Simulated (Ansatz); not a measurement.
GaN (wurtzite, P6_3mc), PBEsol in the plane-wave PAW code Ansatz. The conduction-band minimum lies at Γ, with 1 equivalent valley. Second derivatives d²E/dk² of the lowest band at one valley (eV·Å²), along Cartesian directions:

```json
[
 {"direction": "[100]", "d²E/dk²": "44.06"},
 {"direction": "[010]", "d²E/dk²": "44.06"},
 {"direction": "[001]", "d²E/dk²": "48.82"},
 {"direction": "[110]", "d²E/dk²": "44.06"},
 {"direction": "[101]", "d²E/dk²": "46.45"},
 {"direction": "[011]", "d²E/dk²": "46.45"}
]
```

Q: Find the principal effective masses, the density-of-states mass and the conductivity mass.

A: Off-diagonal terms follow from H_xy = H[110] − (H_xx + H_yy)/2, and m*/mₑ = 7.620 eV·Å² over each eigenvalue: 0.16, 0.17, 0.17. One valley's DOS mass (m₁m₂m₃)^(1/3) = 0.17, conductivity mass 3/(Σ 1/mᵢ) = 0.17 mₑ.

Q: What effective density of states Nc follows at 300 K for parabolic valleys?

A: Nc = 2.509e19 × 1 × (0.17)^(3/2) ≈ 1.8e18 cm⁻³.

The PBEsol relaxation kept the symmetry of its start. Scalar-relativistic: spin–orbit coupling is off unless named, which matters more the heavier the elements.

Potentials: the earlier of the program's two PAW sets. The files were generated under PBE; for other functionals the program regenerates the frozen cores, and for LDA and PBEsol the local potential too.

Edges and masses are those of Kohn–Sham bands, whose gap is no quasiparticle gap.
